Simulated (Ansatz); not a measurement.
BeNi, in the lowest of the structures calculated here: Pm-3m (No. 221), cP2, CsCl type; a = b = c = 2.583 Å, α = β = γ = 90.00°; Be 1a (0.000, 0.000, 0.000); Ni 1b (0.500, 0.500, 0.500). The numbers are results of PBEsol (plane waves to 420 eV, PAW, scalar-relativistic; Ansatz, an electronic-structure program), not measurements. Element references, the lowest calculated here: Ni (Fm-3m, ferromagnetic), Be (P6₃/mmc).

Task: Give the formation energy of this Pm-3m form of BeNi from the elements at the level PBEsol.

Result: -0.49 eV/atom.

Static energies, no anion corrections, no zero-point energy. Values are rounded to 0.01 eV/atom. The compounds carry no spin polarisation. A magnetic state may lie lower.
